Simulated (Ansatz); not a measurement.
MgTl:
```yaml
crystal:
  lattice:
    - [3.63809, 0.00000, 0.00000]
    - [0.00000, 3.63809, 0.00000]
    - [0.00000, 0.00000, 3.63809]
  atoms:
    - { symbol: Mg, position: [0.00000, 0.00000, 0.00000] }
    - { symbol: Tl, position: [0.50000, 0.50000, 0.50000] }
```

Relaxed with r²SCAN. Special points in fractions of this cell's reciprocal vectors: Γ (0.000, 0.000, 0.000); X (0.000, 0.500, 0.000); M (0.500, 0.500, 0.000); R (0.500, 0.500, 0.500).

Task: List the band energies nearest the Fermi level at these points for DFT-r²SCAN in the program Ansatz with PAW potentials.

Result: In eV from the Fermi level; about four levels below and three above (degenerate sets whole), none deeper than 8.9 eV; … stands for higher levels left out; points with the same levels are listed once.

| k | below | above |
|---|---|---|
| Γ | – | 2.57 2.57 2.57 |
| X | -7.75 -5.15 | 4.88 4.88 6.34 |
| M | -5.70 -2.78 -2.78 -0.06 | 7.59 8.90 … |
| R | -3.73 -0.32 -0.32 -0.32 | 2.16 2.16 2.16 |

Space group Pm-3m (CsCl type). The first step of the workflow began from a Materials Project structure, measured or hypothetical; the Crystallography Open Database files this formula in space group No. 221, but the cells were not matched. Whether it is the stable phase at ambient conditions was not checked. Symmetry was held in the r²SCAN relaxation; its stability against distortions is not shown here. Spin–orbit coupling is left out wherever it is not named.

Potentials: the later of the program's two PAW sets.
